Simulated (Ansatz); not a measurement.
## Fe (bcc)

The computed numbers are results of LDA, scalar-relativistic (collinear spin) in the plane-wave PAW code Ansatz at 420 eV, 20×20×20 k-mesh, Gaussian smearing of 0.05 eV; PAW files: Ansatz's generated set soft_2.

```yaml
crystal:
  lattice:
    - [-1.37597, 1.37597, 1.37597]
    - [1.37597, -1.37597, 1.37597]
    - [1.37597, 1.37597, -1.37597]
  atoms:
    - { symbol: Fe, position: [0.00000, 0.00000, 0.00000] }
```

Magnetic state: ferromagnetic, site spin moments Fe 2.02 μB.

Question: Which orbitals carry the states at the Fermi level, and how many states are there?

Answer: Within 0.1 eV of it: Fe 3d 96 % (shares among the projected shells). The density of states at the Fermi level is about 0.98 states/eV per cell, averaged over 0.3 eV.

Density of states (tetrahedra, averaged over 0.4 eV; states/eV per cell of 1 atom; energy in eV from the Fermi level; projections on Löwdin-orthogonalised atomic orbitals, summed over sites):

```csv
E,total,Fe 3d up,Fe 3d down,Fe 4s
-7.65,0.08,0.00,0.00,0.07
-7.25,0.10,0.00,0.00,0.09
-6.85,0.12,0.01,0.00,0.10
-6.45,0.14,0.01,0.00,0.12
-6.05,0.18,0.03,0.01,0.14
-5.65,0.29,0.10,0.01,0.17
-5.25,0.60,0.37,0.02,0.20
-4.85,0.87,0.62,0.04,0.20
-4.45,0.90,0.60,0.12,0.17
-4.05,0.75,0.38,0.24,0.12
-3.65,1.76,1.25,0.38,0.11
-3.25,1.55,0.86,0.55,0.10
-2.85,1.61,1.13,0.34,0.09
-2.45,1.20,0.52,0.59,0.04
-2.05,1.47,0.33,1.05,0.04
-1.65,1.54,0.54,0.87,0.05
-1.25,2.41,1.30,0.96,0.08
-0.85,2.52,1.94,0.49,0.04
-0.45,1.16,0.86,0.21,0.05
-0.05,0.97,0.63,0.26,0.04
0.35,1.02,0.42,0.53,0.04
0.75,1.08,0.09,0.92,0.05
1.15,1.40,0.07,1.24,0.05
1.55,1.88,0.06,1.71,0.07
1.95,0.91,0.05,0.73,0.08
2.35,0.57,0.04,0.40,0.09
2.75,0.32,0.04,0.14,0.09
3.15,0.29,0.03,0.10,0.09
3.55,0.27,0.02,0.08,0.09
3.95,0.25,0.02,0.07,0.08
4.35,0.24,0.02,0.05,0.08
4.75,0.22,0.01,0.04,0.07
5.15,0.20,0.01,0.04,0.06
5.55,0.18,0.01,0.03,0.05
5.95,0.17,0.01,0.02,0.04
```

Site moments are of spin, integrated over atomic spheres. The relaxed cell is 11 % smaller in volume than the cell of this structure in the Crystallography Open Database (11.70 Å³/atom, 2002).
